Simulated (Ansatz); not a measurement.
SnO₂ (rutile)

```xyz
6
Lattice="4.8276 0.0000 0.0000 0.0000 4.8276 0.0000 0.0000 0.0000 3.2379" Properties=species:S:1:pos:R:3 pbc="T T T"
Sn     0.0000     0.0000     0.0000
Sn     2.4138     2.4138     1.6190
O      1.4801     1.4801     0.0000
O      3.8939     0.9337     1.6190
O      0.9337     3.8939     1.6190
O      3.3474     3.3474     0.0000
```

This relaxed cell (volume V₀) is scaled evenly in all directions, its shape held. The atoms relax within the cell's symmetry.

All values below come from PBE (plane waves to 420 eV, PAW, scalar-relativistic; Ansatz, a quantum-chemistry and plane-wave program). k mesh 7×7×10 (Γ-centred), Fermi-Dirac smearing 0.05 eV. Compression counts positive. SnO2 was relaxed with its symmetry unable to fall. The PAW data are Ansatz's earlier set.

At one point of the scan the stress tensor (GPa) is:

```
   -3.7      0.0      0.0
    0.0     -3.7      0.0
    0.0      0.0     -4.9
```

Which point is it?
A) V/V₀ = 1.075
B) V/V₀ = 1.025
C) V/V₀ = 1.100
D) V/V₀ = 1.050

B, V/V₀ = 1.025

(Under strain, the slope of the energy per volume gives the stress and its curvature an elastic modulus.)
